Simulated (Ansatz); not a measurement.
Ce$_{2}$MnN$_{3}$ in space group Immm (No. 71; Ce on 4i, Mn on 2a, N on 2d, N on 4i), PBE in the plane-wave PAW code Ansatz, all energies at zero smearing, with the estimated change up to a 700 eV cutoff added, with one set of potentials and settings (totals compare only within such a set). Cell of 6 atoms (2 Ce, 1 Mn, 3 N): -18209.443 eV.

| element | reference phase | E (eV/atom) |
|---|---|---|
| Ce | Fm-3m, 1 atoms in the cell | -6575.5970 |
| Mn | I-43m, 29 atoms in the cell, spin-polarised | -3898.8617 |
| N | Pa-3, 8 atoms in the cell | -384.0325 |

Formation energy per atom, worked out: (-18209.443 − 2×(-6575.5970) − 1×(-3898.8617) − 3×(-384.0325))/6 = -1.215 eV/atom (-117 kJ per mol of atoms), at 0 K, without zero-point energy or fitted corrections.

The workflow started from an entry of the Crystallography Open Database (COD). Whether it is the stable phase at ambient conditions was not checked. The PBE relaxation kept the symmetry of its start; whether a distortion lowers the energy is not shown. The final state is ferromagnetic, the only order run, not a proven ground state. Caveat: open 4f shells can settle in a state that is not the lowest. No Hubbard U is applied. The references are the lowest solids computed at this level, not always the standard phases (solids in place of the gases). Spin–orbit coupling is left out wherever it is not named.

Potentials: the later of the program's two PAW sets.
